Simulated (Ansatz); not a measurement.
The relaxed structure here is a generated cell of Ti2AlC: the first start was made by placing the elements on the sites of a structure type, and the end was not matched to a known phase here, so it may be hypothetical.

The start is a generated cell, Ti2AlC placed in the AFLOW prototype ABC2_tI16_122_a_b_d (E1_1, as in FeCuS2). The cell and all atomic positions are relaxed at zero pressure with PBEsol (plane waves to 420 eV, PAW, scalar-relativistic; Ansatz, a quantum-chemistry and plane-wave program). First-step values are on the input's coarse k-mesh.

Ansatz input (later rounds restart from its end on a renewed k-mesh):
Ansatz 0.2 input:
```yaml
crystal:
  lattice:
    - [-2.4133224, 2.4133224, 4.7559197]
    - [2.4133224, -2.4133224, 4.7559197]
    - [2.4133224, 2.4133224, -4.7559197]
  atoms:
    - { symbol: C, position: [0.75, 0.25, 0.5] }
    - { symbol: C, position: [0, 0, 0] }
    - { symbol: Al, position: [0.25, 0.75, 0.5] }
    - { symbol: Al, position: [0.5, 0.5, 0] }
    - { symbol: Ti, position: [0.1324, 0.125, 0.5074] }
    - { symbol: Ti, position: [0.6176, 0.625, 0.4926] }
    - { symbol: Ti, position: [0.375, 0.8676, 0.9926] }
    - { symbol: Ti, position: [0.875, 0.3824, 0.0074] }
basis: { ecutwfc: 420, ecutrho_ratio: 4, xc_grid: 2, fft_grid_basis: typed }
kpoints: { mp_grid: { grid: [7, 7, 7] } }
hamiltonian:
  xc: pbesol
  dispersion: none
  pseudopotentials: { kind: paw }
scf: { occupations: { method: fermi_dirac, width: 0.05 } }
relax: { f_tol: 0.01, max_steps: 100, cell: { stress_tol: 0.02 } }
output: { forces: true, stress: true }
```

Problem. What band gap does the relaxed structure have at this level?

Solution. No gap (metallic).

Problem. Give the final cell and atomic positions.

Solution. 
Space group I-42d (No. 122); a = 6.3327 Å, b = 6.3327 Å, c = 5.5454 Å, α = 90.00°, β = 90.00°, γ = 90.00°

| atom | site | symmetry | x | y | z |
|---|---|---|---|---|---|
| C | 4a | -4.. | 0.0000 | 0.0000 | 0.0000 |
| Al | 4b | -4.. | 0.0000 | 0.0000 | 0.5000 |
| Ti | 8d | .2. | 0.2500 | 0.3204 | 0.3750 |
(The calculation used a cell of 8 atoms; values per cell refer to that cell.)

The space group stays I-42d (No. 122) (the run could not lower it), with 8 atoms in the primitive cell. Final values are on a 11×11×11 k-mesh of the relaxed cell. The start holds a very short contact (Ti–Al 2.06 Å). No spin polarisation in the result.

The run could not lose the symmetry of its start, so the end can be a saddle point.
